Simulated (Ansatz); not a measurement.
TaTe in space group Cmcm (No. 63; Te on 4c, Ta on 4c), plane-wave PAW PBEsol (Ansatz code), all energies at zero smearing, with the estimated change up to a 700 eV cutoff added, with one set of potentials and settings (totals compare only within such a set). Cell of 4 atoms (2 Te, 2 Ta): -33415.873 eV.

```csv
element,reference phase,E (eV/atom)
Te,"P3_121, 3 atoms in the cell",-6901.5142
Ta,"Im-3m, 1 atoms in the cell",-9806.5011
```

Formation energy per atom, worked out: (-33415.873 − 2×(-6901.5142) − 2×(-9806.5011))/4 = 0.039 eV/atom (4 kJ per mol of atoms), at 0 K, without zero-point energy or fitted corrections.

The start of the workflow was typed in or built on a structure type; neither database checked (COD, Materials Project) lists it. Its standing as an ambient phase is unchecked. The PBEsol relaxation kept the symmetry of its start; whether a distortion lowers the energy is not shown. No spin polarisation was allowed. The references are the lowest solids computed at this level, not always the standard phases. Spin–orbit coupling is left out wherever it is not named.

Potentials: the later of the program's two PAW sets.
